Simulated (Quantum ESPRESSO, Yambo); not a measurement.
NaPF₆ (space group Fm-3m, No. 225): one geometry, one set of norm-conserving LDA (Quantum ESPRESSO, 88 Ry, no spin-orbit coupling) orbitals, self-energies from Yambo (2×2×2 Γ-centred k mesh, bands 2 to 171 and a 7 Ry block in the screening, 171 bands in G with the Bruneval-Gonze terminator, plasmon pole fitted at 27.2 eV).

| level | gap Γ → Γ (eV) |
|---|---|
| LDA (Quantum ESPRESSO) | 7.24 |
| exchange only (Hartree-Fock self-energy on LDA orbitals) | 20.35 |
| static COHSEX@LDA | 14.01 |
| G0W0@LDA, plasmon pole | 12.64 |
| G0W0@LDA, multipole fit to 8 frequencies, no terminator | ___ |
| G0W0@LDA, plasmon pole, no terminator | ___ |

**Question.** Fill in the missing entries.

**Answer.** 
- G0W0@LDA, multipole fit to 8 frequencies, no terminator, gap Γ → Γ (eV): 12.40
- G0W0@LDA, plasmon pole, no terminator, gap Γ → Γ (eV): 12.53

Bare exchange has no screening and gives the widest gap; static COHSEX screens it but leaves out the frequency dependence, which G0W0 restores.

Nearest settings tried, and what they do to the gap: 113 bands in W, 113 bands in G: +95 meV; 6 Ry block (229 vectors against 283): +29 meV. Not varied: mesh. So the settings aren't converged at that level. The k mesh is coarse.

Geometry of the Materials Project entry, not relaxed at this level; primitive cell a = 5.4511 Å, b = 5.4511 Å, c = 5.4511 Å, α = 60.00°, β = 60.00°, γ = 60.00°.
